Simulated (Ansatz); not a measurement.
NiO:
```
NiO
1.0
    2.61344     0.00000     0.00000
    0.00000     2.61344     0.00000
    0.00000     0.00000     2.61344
Ni O
1 1
Direct
  0.00000   0.00000   0.00000
  0.50000   0.50000   0.50000
```
Starting moments (μB, in the order of the atoms Ni O): 1.4 0.6.

Relaxed with PBE. Special points in fractions of this cell's reciprocal vectors: Γ (0.000, 0.000, 0.000); X (0.000, 0.500, 0.000); M (0.500, 0.500, 0.000); R (0.500, 0.500, 0.500).

Question: List the band energies nearest the Fermi level at these points for plane-wave PAW PBE (Ansatz code).

Answer: In eV from the Fermi level; about four levels below and three above (degenerate sets whole), none deeper than 8.9 eV; … stands for higher levels left out; points with the same levels are listed once.

```
k                                  below                     above
---  -----------------------------------  ------------------------
Γ ↑  -2.62 -2.62 -2.62 -1.91 -1.91 -1.91                    0.78 …
X ↑              -1.84 -1.32 -0.09 -0.09                    6.42 …
M ↑              -2.41 -2.41 -1.72 -1.29                    5.61 …
R ↑        -1.25 -1.25 -0.05 -0.05 -0.05                         …
Γ ↓  -1.71 -1.71 -1.71 -0.18 -0.18 -0.18                    1.21 …
X ↓              -2.84 -2.84 -2.18 -0.10            0.09 1.39 1.39
M ↓              -0.91 -0.78 -0.78 -0.72               0.18 6.13 …
R ↓                    -5.82 -5.82 -5.82  0.22 0.22 1.55 1.55 1.55
```

Space group Pm-3m (CsCl type). The cell is a constructed one: a structure type filled with these elements; neither database checked (COD, Materials Project) lists it. It is not the phase usual at ambient conditions (space group No. 225). Symmetry was held in the PBE relaxation; its stability against distortions is not shown here. Spin order of the final state: ferromagnetic, chosen from 5 collinear starts compared on coarse meshes (ties went to the first, and starts can fall back to one state), not a proven ground state. No Hubbard U is applied. The compound may be a true metal, but semilocal functionals without U, or a wrong spin order, can also close a gap.

Potentials: the earlier of the program's two PAW sets.
